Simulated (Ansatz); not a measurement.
CuCl:
```yaml
crystal:
  lattice:
    - [3.98109, 0.00000, 0.00000]
    - [-1.99055, 3.44773, 0.00000]
    - [0.00000, 0.00000, 8.96708]
  atoms:
    - { symbol: Cu, position: [0.22006, 0.00000, 0.33333] }
    - { symbol: Cu, position: [0.00000, 0.22006, 0.66667] }
    - { symbol: Cu, position: [0.77994, 0.77994, 0.00000] }
    - { symbol: Cl, position: [0.56283, 0.00000, 0.83333] }
    - { symbol: Cl, position: [0.00000, 0.56283, 0.16667] }
    - { symbol: Cl, position: [0.43717, 0.43717, 0.50000] }
```

Relaxed with PBEsol. Special points in fractions of this cell's reciprocal vectors: Γ (0.000, 0.000, 0.000); M (0.500, 0.000, 0.000); K (0.333, 0.333, 0.000); A (0.000, 0.000, 0.500); L (0.500, 0.000, 0.500); H (0.333, 0.333, 0.500).

### Question
List the band energies nearest the valence-band maximum at these points for PBEsol (plane waves, PAW; program Ansatz).

### Answer
In eV from the valence-band maximum; about four levels below and three above (degenerate sets whole), none deeper than 8.9 eV; points with the same levels are listed once.

```csv
k,below,above
Γ,-0.63 -0.46 -0.30 -0.30,2.06 3.70 3.70
M,-0.56 -0.37 -0.31 -0.30,2.92 4.04 4.13
K,-0.83 -0.54 -0.35 -0.35,4.13 4.13 4.16
A,-0.75 -0.74 -0.16 -0.16,2.84 2.84 3.39
L,-0.86 -0.81 -0.13 -0.12,3.33 3.44 3.94
H,-0.81 -0.81 -0.69 -0.69 0.00,4.01 4.66 4.66
```

Space group P3_121. The start of the workflow was typed in or built on a structure type; neither database checked (COD, Materials Project) lists it. It is not the phase usual at ambient conditions (space group No. 216). The PBEsol relaxation kept the symmetry of its start; of distortions, only those at the zone centre were tested, and some modes there are weakly imaginary. The workflow began spin-polarised and lost its moments.

Potentials: the later of the program's two PAW sets.
